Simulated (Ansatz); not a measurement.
The start is a relaxed TiTe2 cell shaken by Gaussian noise of σ = 0.08 Å a coordinate. The structure is fully relaxed (lattice and positions, P = 0) with r2SCAN (plane waves to 500 eV, PAW, scalar-relativistic; Ansatz, a quantum-chemistry and plane-wave program). The first steps use a coarse 3×3×3 k-mesh.

The start:
```yaml
crystal:
  lattice:
    - [6.76222, 0.00000, 0.00000]
    - [0.00000, 6.83436, 0.00000]
    - [-1.18369, 0.00000, 7.00845]
  atoms:
    - { symbol: Ti, position: [0.29488, 0.07739, 0.21483] }
    - { symbol: Ti, position: [0.71241, 0.55545, 0.27911] }
    - { symbol: Ti, position: [0.71356, 0.93197, 0.80526] }
    - { symbol: Ti, position: [0.31096, 0.43490, 0.70653] }
    - { symbol: Te, position: [0.07862, 0.35449, 0.32451] }
    - { symbol: Te, position: [0.93253, 0.86856, 0.15647] }
    - { symbol: Te, position: [0.92531, 0.65420, 0.65202] }
    - { symbol: Te, position: [0.07446, 0.16863, 0.85278] }
    - { symbol: Te, position: [0.43913, 0.76236, 0.50477] }
    - { symbol: Te, position: [0.55710, 0.25099, 0.99339] }
    - { symbol: Te, position: [0.56714, 0.23464, 0.49778] }
    - { symbol: Te, position: [0.43033, 0.71600, 0.98805] }
```

Question: What is the largest force in the starting geometry, and on which atom (counted from 1)?

Answer: About 1.3 eV/Å, on Ti4 (atoms numbered as listed).

Question: How much energy is released per atom?

Answer: 0.04 eV/atom.

Question: Does it find its way back to the structure it was made from?

Answer: It relaxes back to the parent, P2₁/c (No. 14).

Question: How do the shortest distances between atoms change?

Answer: The closest pairs of elements (up to four, under 3.6 Å), start → end: Te–Ti 2.59 → 2.68 Å; Te–Te 3.24 → 3.37 Å.

Final structure:

```cif
data_Te8Ti4
_chemical_formula_sum 'Ti4 Te8'
_space_group_name_H-M_alt 'P21/c'
_space_group_IT_number 14
_space_group_name_Hall '-P 2ybc'
_cell_length_a 6.76139
_cell_length_b 6.83620
_cell_length_c 7.10582
_cell_angle_alpha 90.000
_cell_angle_beta 99.572
_cell_angle_gamma 90.000
loop_
_space_group_symop_operation_xyz
  'x, y, z'
  '-x, -y, -z'
  '-x, y+1/2, -z+1/2'
  'x, -y+1/2, z+1/2'
loop_
_atom_site_label
_atom_site_type_symbol
_atom_site_symmetry_multiplicity
_atom_site_Wyckoff_symbol
_atom_site_fract_x
_atom_site_fract_y
_atom_site_fract_z
_atom_site_occupancy
Ti1 Ti 4 e 0.28941 0.43910 0.20753 1
Te1 Te 4 e 0.07551 0.15636 0.34124 1
Te2 Te 4 e 0.57032 0.23642 0.01206 1
```

Final values are on a 6×6×6 k-mesh of the relaxed cell. No spin polarisation in the result.

The relaxed structure here is a generated cell of TiTe2: the first start was made by placing the elements on the sites of a structure type, and the end was not matched to a known phase here, so it may be hypothetical. Known forms of TiTe2 include space group No. 164.
